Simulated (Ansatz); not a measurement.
## What DFT gives for ZrCoAs₅

```xyz
7
Lattice="4.3356 0.0000 0.0000 0.0000 4.3356 0.0000 0.0000 0.0000 6.8865" Properties=species:S:1:pos:R:3 pbc="T T T"
Co    0.0000    0.0000    3.4433
As    2.1678    2.1678    0.0000
Zr    0.0000    0.0000    0.0000
As    0.0000    2.1678    2.1224
As    2.1678    0.0000    2.1224
As    0.0000    2.1678    4.7641
As    2.1678    0.0000    4.7641
```

The numbers come from plane-wave PAW DFT (Ansatz): r2SCAN, no spin polarisation, 500 eV, 6×6×4 Γ-centred k points, tetrahedron occupations. Nothing was relaxed.

Task: Which atom feels the largest force, and which way?

Result: The largest is on As4 (and as large on other atoms): 0.52 eV/Å, components (0.00, 0.00, -0.52). It makes 121° with the line to a nearest neighbour, Co1 at 2.54 Å.

Task: Metal or insulator?

Result: It is a metal, with about 4.8 states/eV a cell as the mean within 0.25 eV of the Fermi level, mostly As p (33 %), Zr d (30 %) and Co d (27 %).

Task: What is the formation energy?

Result: 0.17 eV an atom against the elements' usual phases (free molecules for gases, crystals otherwise, with no correction for O₂ or N₂), so at this geometry it isn't bound against them. Relaxing would lower it.

Task: Which element gives electrons and which takes them?

Result: Bader charges in e: Zr +1.63, Co +0.22, As -0.53 to -0.33. In the mean Zr gives up most and As takes most.

Origin: a known structure type with other elements, at an estimated volume, so it need not be a known compound. Caveats: empty levels are not fully converged; no spin polarisation, so a magnetic state may lie lower; forces and stress under tetrahedra may miss the slope of the energy.
